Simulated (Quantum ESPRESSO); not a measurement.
**Kohn-Sham bands of Ga2AsP (R3m)**

```
Ga2AsP
1.0
   -1.96511     3.40367     0.00000
   -3.93022     0.00000     0.00000
   -1.96511     1.13456     6.41726
Ga P As
2 1 1
Direct
  0.99756   0.99756   0.00733
  0.50249   0.50249   0.49252
  0.62502   0.62502   0.12493
  0.12493   0.12493   0.62521
```

Materials Project entry mp-1224789; symmetrised, unrelaxed at this level. Not found in the COD (Crystallography Open Database) copy used; not checked further. Computed values, not measurements, from PBEsol: Quantum ESPRESSO (norm-conserving PseudoDojo potentials, cutoff 68 Ry, spinors with spin-orbit coupling) on a Γ-centred 4×4×4 mesh, then Wannier90. Density: 10×10×10 mesh, cold smearing 0.01 Ry.

Energies are relative to the valence-band maximum; weights are on the orthonormalised atomic waves of the pseudopotential files, averaged over the group. 46 electrons a cell are treated as valence.

| bands | from (eV) | to (eV) | filling | weight on atomic waves |
|---|---|---|---|---|
| 1–4 | -35.66 | -35.65 | filled | ? |
| 5–10 | -34.93 | -34.92 | filled | ? |
| 11–18 | -15.22 | -15.01 | filled | ? |
| 19–30 | -14.79 | -14.54 | filled | ? |
| 31–34 | -12.80 | -9.96 | filled | ? |
| 35–46 | -7.01 | 0.00 | filled | ? |

Task: Which atomic shells make up each group?

Result: 
- 1–4, weight on atomic waves: As 3d 100 %
- 5–10, weight on atomic waves: As 3d 100 %
- 11–18, weight on atomic waves: Ga 3d 99 %
- 19–30, weight on atomic waves: Ga 3d 99 %
- 31–34, weight on atomic waves: As 4s 29 %, P 3s 27 %, Ga 4p 24 %
- 35–46, weight on atomic waves: P 3p 30 %, As 4p 29 %, Ga 4p 23 %

The Kohn-Sham gap over both meshes and the path is 0.84 eV.
